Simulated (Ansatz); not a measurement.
In₂Pt₂O₇:
```
CELL_PARAMETERS angstrom
      0.00000     4.99633     4.99633
      4.99633     0.00000     4.99633
      4.99633     4.99633     0.00000
ATOMIC_POSITIONS crystal
  In 0.12500 0.12500 0.12500
  In 0.62500 0.12500 0.12500
  In 0.12500 0.12500 0.62500
  In 0.12500 0.62500 0.12500
  Pt 0.62500 0.62500 0.12500
  Pt 0.62500 0.12500 0.62500
  Pt 0.62500 0.62500 0.62500
  Pt 0.12500 0.62500 0.62500
  O  0.25000 0.25000 0.25000
  O  0.00000 0.00000 0.00000
  O  0.71758 0.28242 0.28242
  O  0.53242 0.96758 0.53242
  O  0.28242 0.71758 0.71758
  O  0.96758 0.53242 0.96758
  O  0.28242 0.71758 0.28242
  O  0.53242 0.53242 0.96758
  O  0.71758 0.28242 0.71758
  O  0.96758 0.96758 0.53242
  O  0.28242 0.28242 0.71758
  O  0.96758 0.53242 0.53242
  O  0.71758 0.71758 0.28242
  O  0.53242 0.96758 0.96758
```

Relaxed with r²SCAN. Special points in fractions of this cell's reciprocal vectors: Γ (0.000, 0.000, 0.000); X (0.500, 0.000, 0.500); U (0.625, 0.250, 0.625); K (0.375, 0.375, 0.750); L (0.500, 0.500, 0.500); W (0.500, 0.250, 0.750).

Problem. List the band energies nearest the valence-band maximum at these points for plane-wave PAW r²SCAN (Ansatz code).

Solution. In eV from the valence-band maximum; about four levels below and three above (degenerate sets whole), none deeper than 8.9 eV; points with the same levels are listed once.

| k | below | above |
|---|---|---|
| Γ | -0.14 -0.14 -0.14 0.00 0.00 0.00 | 2.74 2.90 2.90 |
| X | -0.48 -0.48 -0.19 -0.19 | 2.83 2.83 3.40 3.40 |
| U | -0.54 -0.46 -0.26 -0.25 | 2.87 3.03 3.20 |
| L | -0.27 -0.27 -0.22 -0.22 | 2.83 2.99 2.99 |
| W | -0.38 -0.38 -0.35 -0.35 | 3.01 3.01 3.12 3.12 |

Space group Fd-3m. The workflow started from a Materials Project entry (that database holds measured and hypothetical structures alike); the Crystallography Open Database copy checked does not list it. Its standing as an ambient phase is unchecked. Symmetry was held in the r²SCAN relaxation; its stability against distortions is not shown here. No spin polarisation was allowed. Scalar-relativistic: spin–orbit coupling is off unless named, which matters more the heavier the elements.

Potentials: the later of the program's two PAW sets.
